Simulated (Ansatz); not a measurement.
A generator proposed this cell of SbSe4.

```yaml
crystal:
  lattice:
    - [6.01123, 0.00000, 0.00000]
    - [0.00000, 6.01123, 0.00000]
    - [0.00000, 0.00000, 8.95685]
  atoms:
    - { symbol: Sb, position: [0.00000, 0.00000, 0.00000] }
    - { symbol: Se, position: [0.00000, 0.50000, 0.50000] }
    - { symbol: Se, position: [0.50000, 0.00000, 0.50000] }
    - { symbol: Se, position: [0.50000, 0.50000, 0.50000] }
    - { symbol: Se, position: [0.50000, 0.50000, 0.00000] }
```

The calculation used Ansatz, DFT PBE, scalar-relativistic, plane waves, PAW. Settings: cutoff 420 eV, Γ-centred mesh 4×4×2 on the computed 5-atom cell, Gaussian smearing of 0.10 eV; no spin polarisation.

Energies over the elements count from the elements' standard structures at the same level, with no fitted energy shifts.

Task: What does a single point on this coarse mesh give?

Result: The pressure is -4.6 GPa (the mean over three directions, positive in compression), the largest force is 0.00 eV/Å (symmetry fixes the atoms), and the energy is +1.76 eV/atom against the elements. The shortest distance is 3.01 Å.

Task: Is it a good guess?

Result: A poor one: relaxing gains about 1.3 eV/atom (the start's value is from the coarse mesh, so the gain is rough) in 22 ionic steps and ends at +0.49 eV/atom on the finer mesh. The symmetry goes from P4/mmm (No. 123) to Pm-3m (No. 221). The volume per atom shrinks by 60.0 %, from 64.7 to 25.9 Å³. The shortest distance goes from 3.01 Å (Se–Se) to 2.53 Å (Se–Se). Conventional cell: a = 5.060 Å. Sb has 12 Se at 3.58 Å; Se on a site of symmetry 4/mmm is surrounded by 2 Se at 2.53 Å, 4 Sb at 3.58 Å and 8 Se at 3.58 Å; around Se on a site of symmetry m-3m lie 6 Se at 2.53 Å.

The last run used an 8×8×8 mesh for its 5-atom cell and Gaussian smearing of 0.10 eV. Spin–orbit coupling, which can matter for Sb, is left out. An odd number of electrons in the primitive cell allows no gap without spin; a larger cell or a magnetic state could open one. The cell is a metal run without spin; a magnetic state may lie lower. The reference form of Se is held partly by dispersion forces, which this level lacks. The relaxation can't lower the symmetry of the start, and the grade says only how near the guess is to its own end. Symmetry constrained the relaxation, so the result can be a saddle point.
